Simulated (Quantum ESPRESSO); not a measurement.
# How NMR parameters follow strain in MgS (Fm-3m)

```
MgS
1.0
    0.00000     2.60440     2.60440
    2.60440     0.00000     2.60440
    2.60440     2.60440     0.00000
Mg S
1 1
Direct
  0.00000   0.00000   0.00000
  0.50000   0.50000   0.50000
```
The cell comes from the Materials Project (a computed structure). It is MgS in Fm-3m; whether this form has been observed was not checked. Stability against distortions was not tested.

Isotropic strain: all lattice vectors are scaled together, so the volume changes by about three times as much; fractional positions kept.

Method: shieldings by GIPAW with PBE in a modified build of Quantum ESPRESSO, on JTH PAW datasets, 20 Ha, k-mesh 6×6×6 shifted, f-sum rule met within 0.018 %. Values are those of the named site's first atom. Shieldings are absolute and leave out the bulk-susceptibility term; a larger σ means a smaller chemical shift. By our sweeps, such settings leave a few ppm in absolute σ. The datasets of Mg, S hold no d projectors, which limits absolute σ on these atoms. The structure is static (0 K, no zero-point motion).

```tsv
lattice scale factor	σ_iso Mg (ppm)	σ_iso S (ppm)
0.98	558.5	602.1
0.99	559.8	594.6
1	561.0	586.8
1.01	562.3	578.3
1.02	563.6	569.3
```
